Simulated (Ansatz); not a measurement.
# ZrCu2P2 (P-3m1), work and stress of cleavage

Method: DFT PBEsol, scalar-relativistic, plane waves, PAW (Ansatz). The runs took a 420 eV cutoff, a Γ-centred 14×14×4 mesh and Gaussian smearing (0.15 eV). No spin polarisation. Energies are free energies at this smearing, counted from the undisturbed cell; pressure is positive in compression.

Zero of the scan (relaxed at this level; it needn't be the usual structure):

```xyz
10
Lattice="-3.7728 0.0000 0.0000 -1.8864 -3.2673 0.0000 0.0000 0.0000 12.1731" Properties=species:S:1:pos:R:3 pbc="T T T"
Zr    0.0000    0.0000    3.0433
Zr    0.0000    0.0000    9.1298
Cu   -3.7728   -2.1782   11.3106
Cu   -3.7728   -2.1782    5.2240
Cu   -1.8864   -1.0891    0.8625
Cu   -1.8864   -1.0891    6.9491
P    -3.7728   -2.1782    1.5039
P    -3.7728   -2.1782    7.5905
P    -1.8864   -1.0891   10.6692
P    -1.8864   -1.0891    4.5826
```

The cut lies on the cell's a–b face, a (0 0 1) plane (indices in the standard cell, whose axes needn't be the Cartesian ones shown) of area 12.33 Å², between layers 1.73 Å apart. Vector c is lengthened by d along the normal with the atoms' Cartesian places fixed: one unrelaxed cut a cell. The traction is positive where the two halves pull on each other.

```csv
d (Å),energy (J/m²),traction (GPa)
-0.30,0.83,-70.6
-0.15,0.16,-24.1
0.00,0.00,0.0
0.25,0.24,15.4
0.50,0.66,17.2
0.75,1.06,14.7
1.00,1.39,11.3
1.50,1.80,5.8
2.00,2.01,2.7
3.00,2.13,0.4
4.50,2.16,0.0
6.00,2.16,0.0
```

Problem. What are the work of separation and the cleavage stress, and do they fit the universal binding curve?

Solution. The energy levels off near W ≈ 2.16 J/m² (the traction is down to 0.0 GPa), the energy of the two unrelaxed faces, 1.08 J/m² each on average. The largest sampled traction is 17.2 GPa at d = 0.50 Å, and a parabola through it and its two neighbours peaks at σ_max ≈ 17.2 GPa, d ≈ 0.48 Å. The curve E = W[1 − (1 + d/ℓ)exp(−d/ℓ)] peaks in traction at d = ℓ with σ_max = W/(eℓ); with 1 J/m² per Å = 10 GPa this W and σ_max give ℓ = 0.46 Å. A parabola through that curve at the same three d peaks at 0.51 Å, against 0.48 Å here, a fair fit. Real crystals break at far lower stress, because cracks concentrate it, and on the plane of lowest W, which needn't be this one.

The cut is rigid; relaxing the faces lowers these energies and usually the stresses.

In a metal these slopes depend on the k mesh and the smearing.

Cost: 12 runs of about 12 core-minutes in all, on AMD EPYC 7B13 (Zen 3) (shared hosts).